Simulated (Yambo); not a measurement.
Yambo run on CsCaF$_{3}$ (cubic perovskite, space group Pm-3m, No. 221). The wavefunctions are norm-conserving PBEsol (Quantum ESPRESSO, 84 Ry, scalar-relativistic) ones on a 4×4×4 mesh (20 occupied bands); a = 4.521 Å, b = 4.521 Å, c = 4.521 Å, α = 90.00°, β = 90.00°, γ = 90.00°.

Yambo input:

```
rim_cut
gw0
dyson
el_el_corr
HF_and_locXC
ppa
em1d
RandQpts= 1000000
RandGvec= 1 Ry
EXXRLvcs= 84 Ry
VXCRLvcs= 336 Ry
Chimod= "HARTREE"
% BndsRnXp
 1 | 136 |
%
NGsBlkXp= 6 Ry
% LongDrXp
 1.0 | 1.0 | 1.0 |
%
PPAPntXp= 27.2114 eV
% GbndRnge
 1 | 136 |
%
GTermKind= "BG"
DysSolver= "n"
ExtendOut
% QPkrange
 1 | 1 | 20 | 21 |
 10 | 10 | 20 | 20 |
%
```

k points by index: 1 = Γ, 10 = R.

The o-*.qp file then holds:

```
#    K-point    Band    Eo [eV]    E [eV]    E-Eo [eV]    Vxc [eV]    Vnlxc [eV]    Sc|Eo [eV]    Sc|E [eV]    dSc/dw|Eo [eV]    Re(Z)    Im(Z)
#
    1    20    -0.031371    -2.286695    -2.255324    -21.83873    -29.44646    4.813216    5.352415    -6.505211    0.807060    -0.001216
    1    21    6.995040    8.051720    1.056680    -8.999732    -4.583185    -3.223918    -3.359867    -3.500705    0.886015    -0.681610E-3
    10    20    0.000000    -2.289498    -2.289498    -22.00563    -29.86517    5.009651    5.570042    -6.659958    0.803373    -0.001254
```
(The two width columns are left out.) Convergence of these settings isn't established.

Geometry of the Materials Project entry, not relaxed at this level.

The structure is a Materials Project entry; no match was found in the copy of COD used, and its stability was not checked.
